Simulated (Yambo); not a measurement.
```
CELL_PARAMETERS angstrom
      3.99038     0.00000     0.00000
      0.00000     3.99038     0.00000
      0.00000     0.00000     4.10266
ATOMIC_POSITIONS crystal
  O  0.00000 0.50000 0.06422
  O  0.50000 0.00000 0.06422
  O  0.00000 0.00000 0.54897
  Ti 0.00000 0.00000 0.10004
  Ba 0.50000 0.50000 0.58254
```

BaTiO$_{3}$ (space group P4mm, No. 99): mean Im ε in 1 eV windows above the direct gap of 3.74 eV, for different electron-hole kernels (Yambo, broadening 0.15 eV, PBEsol (Quantum ESPRESSO, PseudoDojo norm-conserving, 84 Ry, with spin-orbit coupling) bands; 4×4×4 mesh, 18 valence and 12 conduction bands, static screening with 88 bands and a 3 Ry block, scissor 1.54 eV, Tamm-Dancoff; field along x).

| window (eV) | independent quasiparticles | RPA (no attraction) | BSE |
|---|---|---|---|
| 3.7 to 4.7 | 2.2 | 2.1 | 5.8 |
| 4.7 to 5.7 | 5.5 | 4.8 | 6.0 |
| 5.7 to 6.7 | 6.0 | 6.3 | 3.4 |

This run doesn't resolve bound excitons or single peaks, so only averages are given, and they too depend on the mesh; weight that the attraction moves below the gap isn't listed. All transitions below 6.98 eV are in the band window. The scissor comes from a G0W0 run whose convergence isn't established.

Geometry of the Materials Project entry, not relaxed at this level.
